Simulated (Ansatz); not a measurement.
# Property card for MgO

MgO:
```xyz
8
Lattice="5.5104 0.0000 0.0000 0.0000 5.5104 0.0000 0.0000 0.0000 3.2762" Properties=species:S:1:pos:R:3 pbc="T T T"
Mg     1.7662     3.7442     0.0000
Mg     3.7442     1.7662     0.0000
Mg     4.5214     4.5214     1.6381
Mg     0.9890     0.9890     1.6381
O      1.7445     1.7445     0.0000
O      3.7659     3.7659     0.0000
O      1.0107     4.4997     1.6381
O      4.4997     1.0107     1.6381
```

Space group P4_2/mnm (No. 136); conventional cell a = 5.510 Å, b = 5.510 Å, c = 3.276 Å, α = 90.00°, β = 90.00°, γ = 90.00°.

Method: DFT-PBEsol in the program Ansatz with PAW potentials. Structure relaxed to zero pressure with the same functional. Other levels are named where they apply.

### Cell and energy

```
Quantity                                                      Result
-----------------------------------------------------  -------------
Volume per atom                                             12.44 Å³
Density                                                   2.69 g/cm³
Formation energy from the elements (no fitted shifts)  -2.59 eV/atom
```

### Electronic structure

```
Quantity                                                        Value
----------------------------  ---------------------------------------
Band gap                        3.36 eV (smallest direct gap 3.37 eV)
Valence-band maximum          on the M–Γ line, 83 % of the way from M
Conduction-band minimum                                          at Γ
Electron effective mass        0.34, 0.34, 0.36 mₑ (principal values)
HSE06 gap on the PBEsol cell                                  5.07 eV
```

### Mechanics

```
Item                                                                                                        Result
--------------------------------------------  --------------------------------------------------------------------
Bulk modulus (Birch–Murnaghan fit)                                                                         104 GPa
Pressure derivative B′                                                                                         1.7
Elastic constants (relaxed ions, GPa)         C11 = 122, C12 = 96.1, C13 = 96.0, C33 = 205, C44 = 44.5, C66 = 67.2
Mechanical stability                                                        stable (all eigenvalues of C positive)
Hill bulk and shear moduli                                                                        111 and 36.4 GPa
Young's modulus                                                                                           98.5 GPa
Poisson's ratio                                                                                               0.35
Debye temperature from the elastic constants                                                                 532 K
```

### Dielectric response

```
Item                                                                          Value
--------------------------------------------------------  -------------------------
Electronic dielectric constant ε∞ (DFPT)                  3.01 (xx = yy), 2.96 (zz)
Static dielectric constant ε0 (ions relaxed, cell fixed)  6.13 (xx = yy), 5.07 (zz)
Born charges (a third of the trace)                             Mg +1.80, O -1.80 e
```

### Phonons

```
Quantity                                                                   Value
--------------------------------------------------  ----------------------------
Highest zone-centre frequency (without LO–TO term)                     18.07 THz
Zone-centre stability                                     no imaginary mode at Γ
Dynamical stability on the path                     stable (no imaginary branch)
Zero-point energy                                                  73.4 meV/atom
Vibrational entropy at 300 K                             15.5 J/(K·mol of atoms)
```

The start of the workflow was typed in or built on a structure type; neither database checked (COD, Materials Project) lists it. It is not the phase usual at ambient conditions (space group No. 225). Symmetry was held in the PBEsol relaxation. The references are the lowest solids computed at this level, not always the standard phases (solids in place of the gases).

Potentials: the later of the program's two PAW sets.
